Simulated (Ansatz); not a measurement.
All numbers below come from DFT PBE, scalar-relativistic, plane waves, PAW (Ansatz). Settings: cutoff 420 eV, Γ-centred meshes spaced at most about 0.3 Å⁻¹, and about 0.25 Å⁻¹ or finer for metals (2π included), Gaussian smearing. Collinear spin in cells that started with moments and kept them past the coarse steps, no spin elsewhere.

These are static total energies at zero pressure. All come from trial cells, and lower structures may exist.

Question: Order these relaxed structures of ZrBr₅ by energy, lowest first, with the energy over the lowest of them.
A.

```cif
data_structure
_symmetry_space_group_name_H-M 'P6/mmm'
_symmetry_Int_Tables_number 191
_cell_length_a 5.1819
_cell_length_b 5.1819
_cell_length_c 13.3490
_cell_angle_alpha 90.000
_cell_angle_beta 90.000
_cell_angle_gamma 120.000
_cell_volume 310.42
loop_
_atom_site_label
_atom_site_type_symbol
_atom_site_symmetry_multiplicity
_atom_site_Wyckoff_symbol
_atom_site_fract_x
_atom_site_fract_y
_atom_site_fract_z
_atom_site_occupancy
Zr1 Zr 1 a 0.00000 0.00000 0.00000 1
Br1 Br 2 d 0.33333 0.66667 0.50000 1
Br2 Br 1 b 0.00000 0.00000 0.50000 1
Br3 Br 2 e 0.00000 0.00000 0.81386 1
```

B.

```cif
data_structure
_symmetry_space_group_name_H-M 'P6/mmm'
_symmetry_Int_Tables_number 191
_cell_length_a 5.4746
_cell_length_b 5.4746
_cell_length_c 8.0640
_cell_angle_alpha 90.000
_cell_angle_beta 90.000
_cell_angle_gamma 120.000
_cell_volume 209.31
loop_
_atom_site_label
_atom_site_type_symbol
_atom_site_symmetry_multiplicity
_atom_site_Wyckoff_symbol
_atom_site_fract_x
_atom_site_fract_y
_atom_site_fract_z
_atom_site_occupancy
Zr1 Zr 1 a 0.00000 0.00000 0.00000 1
Br1 Br 3 g 0.50000 0.00000 0.50000 1
Br2 Br 2 c 0.33333 0.66667 0.00000 1
```

C.

```cif
data_structure
_symmetry_space_group_name_H-M 'P-62m'
_symmetry_Int_Tables_number 189
_cell_length_a 9.0046
_cell_length_b 9.0046
_cell_length_c 3.2822
_cell_angle_alpha 90.000
_cell_angle_beta 90.000
_cell_angle_gamma 120.000
_cell_volume 230.48
loop_
_atom_site_label
_atom_site_type_symbol
_atom_site_symmetry_multiplicity
_atom_site_Wyckoff_symbol
_atom_site_fract_x
_atom_site_fract_y
_atom_site_fract_z
_atom_site_occupancy
Zr1 Zr 1 b 0.00000 0.00000 0.50000 1
Br1 Br 3 f 0.00000 0.76927 0.00000 1
Br2 Br 2 d 0.66667 0.33333 0.50000 1
```

Answer: C (0 meV/atom), B (873 meV/atom), A (946 meV/atom). Forms: C P-62m, moments up to 0.1 μB; B P6/mmm, moments up to 1.3 μB; A P6/mmm, moments up to 0.7 μB. Counting Br atoms around Zr (those within 1.25 times the shortest such distance or 1.15 times the sum of covalent radii): C has Zr 6; B has Zr 6; A has Zr 2.

Weakly bound directions are ill-defined at this level, which has no dispersion term (P-62m, P6/mmm at 34.9 Å³/atom, P6/mmm at 51.7 Å³/atom), and this can change margins and order among such cells. Another magnetic order may lie lower. Cells relaxed within their symmetry can be saddle points. Some structure types and database cells were kept out of the candidates from the start, so a known form may be missing.
